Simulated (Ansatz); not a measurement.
CaTiHO2 in space group P4/mmm (No. 123; Ca on 1d, Ti on 1a, O on 2f, H on 1b) at seven volumes, the program Ansatz at the r²SCAN level (PAW), shape and atoms relaxed at each. One row is withheld.

```csv
V (Å³/atom),P (GPa)
10.006,15.44
10.336,?
10.665,4.53
10.995,0.22
11.325,-3.49
11.655,-6.69
11.985,-9.43
```

**Question.** Fit the shown pressures and predict the withheld one.

**Answer.** Third-order Birch–Murnaghan: P = (3/2)B₀(x^(7/2) − x^(5/2))[1 + (3/4)(B′ − 4)(x − 1)] with x = (V₀/V)^(2/3). Least squares on the six rows gives V₀ = 11.013 Å³/atom, B₀ = 132.4 GPa, B′ = 4.07. At V = 10.336, x = 1.0432 and P = 9.56 GPa. The run itself gave 9.55 GPa.

The start of the workflow was typed in or built on a structure type; neither database checked (COD, Materials Project) lists it. Its standing as an ambient phase is unchecked. The cell keeps a stress of up to 0.2 GPa. The cell was relaxed with r²SCAN under the symmetry of its start, as lowered by the spin order; its stability against distortions is not shown here. Spin order of the final state: antiferromagnetic, chosen from 4 collinear starts compared on coarse meshes (ties went to the first, and starts can fall back to one state), not a proven ground state. Other orbital occupations within this spin state were not tried. No Hubbard U is applied.

Potentials: the earlier of the program's two PAW sets.
